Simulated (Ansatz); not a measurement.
Relaxed Sc (hcp, Mg type):

```
Sc
1.0
    3.27714     0.00000     0.00000
   -1.63857     2.83808     0.00000
    0.00000     0.00000     5.08539
Sc
2
Direct
  0.33333   0.66667   0.75000
  0.66667   0.33333   0.25000
```

Level of theory: PBEsol (plane waves to 420 eV, PAW, scalar-relativistic; Ansatz, a program for electronic structure). k mesh 13×13×8 (Γ-centred), Fermi-Dirac smearing 0.05 eV. With partly filled bands, energies and forces of such displacements shift with the k mesh and the smearing. Sc is run without spin polarisation. Sc was relaxed with its symmetry unable to fall.

One atom of the cell was then moved (with its periodic images), all else fixed, and the forces (eV/Å) came out as:

```csv
atom,Fx,Fy,Fz
Sc1,0.313,0.273,0.855
Sc2,-0.313,-0.273,-0.855
```

With two atoms only their relative shift counts; take Sc2 as fixed.

Q: Which atom was moved, and by which vector (Å)?

A: Sc1, by (-0.18, -0.18, -0.18), 0.32 Å in all.

(For displaced atoms, the force is minus the slope of the energy, and its curvature is a force constant, which sets phonon frequencies.)
